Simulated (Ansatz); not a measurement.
# Moving the strain (εxx = s, εyy = s) in EuSc

```
Sc Eu
1.0
     3.94490    0.00000    0.00000
     0.00000    3.94490    0.00000
     0.00000    0.00000    3.94490
Sc Eu
1 1
Cartesian
  1.9725 1.9725 1.9725
  0.0000 0.0000 0.0000
```

The cell comes from a database or a generator and needn't be the stable form of this composition.

Kept alike: task relaxation of the atoms; functional PBE; k mesh 5 × 5 × 5; occupations fermi-dirac, width 0.05 eV; collinear spin, ferromagnetic start. Program: Ansatz, Ansatz PAW, cutoff 420 eV. The mesh is that of the run's cell of 2 atoms. No spin-orbit coupling.

| s | largest site moment (μB) | free energy over the lowest row (meV/atom) |
| --- | --- | --- |
| -0.04 | 6.71 | 19.46 |
| -0.02 | 6.72 | 4.45 |
| -0.01 | 6.73 | 0.94 |
| 0 | 6.73 | 0.00 |
| 0.01 | 6.75 | 1.56 |
| 0.02 | 6.76 | 5.46 |
| 0.04 | 6.79 | 19.71 |

The cell shown is the unstrained one; x, y and z are its Cartesian axes. For a metal such a mesh leaves the last digits unconverged. The runs hold the magnetic state that their start led to, which needn't be the lowest. Site moments count inside each atom's sphere or projector.

What does the strain (εxx = s, εyy = s) change here?

The largest site moment rises from 6.71 to 6.79 μB between -0.04 and 0.04. The free energy is lowest at 0, and 19.71 meV an atom higher at 0.04.
